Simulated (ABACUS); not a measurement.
Consider a self-consistent single point of Hf₂Si (I4/mcm, 12 atoms in the cell; from Materials Project mp-9938, changed as shown).

```yaml
crystal:
  lattice:
    - [6.68171, 0.00000, 0.00000]
    - [0.00000, 6.68171, 0.00000]
    - [0.00000, 0.00000, 5.26896]
  atoms:
    - { symbol: Hf, position: [0.15649, 0.34351, 0.00000] }
    - { symbol: Hf, position: [0.84351, 0.65649, 0.00000] }
    - { symbol: Hf, position: [0.15649, 0.65649, 0.50000] }
    - { symbol: Hf, position: [0.84351, 0.34351, 0.50000] }
    - { symbol: Hf, position: [0.65649, 0.84351, 0.50000] }
    - { symbol: Hf, position: [0.34351, 0.15649, 0.50000] }
    - { symbol: Hf, position: [0.65649, 0.15649, 0.00000] }
    - { symbol: Hf, position: [0.34351, 0.84351, 0.00000] }
    - { symbol: Si, position: [0.00000, 0.00000, 0.25000] }
    - { symbol: Si, position: [0.00000, 0.00000, 0.75000] }
    - { symbol: Si, position: [0.50000, 0.50000, 0.75000] }
    - { symbol: Si, position: [0.50000, 0.50000, 0.25000] }
```

Computed with PBEsol, numerical atomic orbitals SZP (confined pseudo-atomic orbitals with Gaussian additions; energy shift 0.01 Ry), PseudoDojo 0.4 standard norm-conserving PBEsol (tails mended) pseudopotentials run with ABACUS 3.10.1.

ABACUS settings:

```
key                                                                      value
---------------  -------------------------------------------------------------
basis                      SZP numerical atomic orbitals, energy shift 0.01 Ry
KPT                                                          Gamma 4 4 4 0 0 0
basis_type                                                                lcao
ecutwfc                                                                 100 Ry
smearing_method                                                             fd
smearing_sigma                                                   0.00734986 Ry
potentials       PseudoDojo 0.4 standard norm-conserving PBEsol (tails mended)
symmetry                                                                     1
ks_solver                                                              genelpa
scf_nmax                                                                   100
scf_thr                                                                1.0e-06
mixing_type                                                            broyden
mixing_beta                                                                0.7
```

Results:

- Number of valence electrons: 112
- Number of bands: 68
- Number of k-points after the program's reduction: 18
- Size of the basis: 196
- Number of SCF iterations: 9
- Free energy E − TS: -12741.5395 eV
- Fermi level (on the code's own zero): 13.07 eV
- Pressure: -8.96 GPa

Stress (GPa, positive for compression):
```
-9.49   0.00   0.00
 0.00  -9.49   0.00
 0.00   0.00  -7.90
```

For comparison: a first run was changed to give this one (lattice scaled by 1.02), and from it to this one the free energy goes up by 37.3 meV/atom and the pressure goes from -1.21 to -8.96 GPa.

The atom-centred basis is finite, which shifts total energies and pressures against plane waves. A single-zeta basis is rough, for pressures and forces above all. The structure comes from a collection of computed structures, made at another level of theory; the collection holds predicted forms beside known ones. No clean gap shows at this smearing width and mesh (spacing up to 0.30 Å⁻¹); the mesh is coarse for partly filled bands, so the values carry mesh errors.

Cost on one core: about 60 core-seconds (a rough figure).

The atomic orbitals were generated for these runs; they are not ABACUS's published sets and were checked against plane waves on a few crystals only.

“Tails mended”: in these copies of the files the far tail of each local potential was reset to the Coulomb form.
